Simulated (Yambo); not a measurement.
```xyz
10
Lattice="5.4771 0.0000 0.0000 0.0000 5.4771 0.0000 0.0000 0.0000 3.9591" Properties=species:S:1:pos:R:3 pbc="T T T"
O      3.8155     1.0769     0.0000
O      1.6617     4.4002     0.0000
O      4.4002     3.8155     0.0000
O      1.0769     1.6617     0.0000
O      0.0000     0.0000     1.9796
O      2.7386     2.7386     1.9796
Na     0.0000     2.7386     1.9796
Na     2.7386     0.0000     1.9796
Ta     0.0000     0.0000     0.0000
Ta     2.7386     2.7386     0.0000
```

NaTaO₃ (space group P4/mbm, No. 127): mean Im ε in 1 eV windows above the direct gap of 4.49 eV, for different electron-hole kernels (Yambo, broadening 0.15 eV, norm-conserving LDA (Quantum ESPRESSO, 88 Ry, without SOC) bands; 4×4×6 mesh, 18 valence and 8 conduction bands, static screening with 84 bands and a 3 Ry block, scissor 1.82 eV, Tamm-Dancoff; field along x).

```json
[
 {"window (eV)": "4.5 to 5.5", "independent quasiparticles": "2.5", "BSE": "6.5"},
 {"window (eV)": "5.5 to 6.5", "independent quasiparticles": "5.2", "BSE": "5.5"},
 {"window (eV)": "6.5 to 7.5", "independent quasiparticles": "4.8", "BSE": "5.2"},
 {"window (eV)": "7.5 to 8.5", "independent quasiparticles": "6.0", "BSE": "2.0"},
 {"window (eV)": "8.5 to 9.5", "independent quasiparticles": "2.3", "BSE": "1.3"}
]
```

This run doesn't resolve bound excitons or single peaks, so only averages are given, and they too depend on the mesh; weight that the attraction moves below the gap isn't listed. All transitions below 9.95 eV are in the band window. The scissor comes from a G0W0 run whose convergence isn't established.

Without spin-orbit coupling, band edges of such heavy elements can be off by tenths of an eV.

Geometry of the Materials Project entry, not relaxed at this level.

This is not the ordinary phase of the substance.
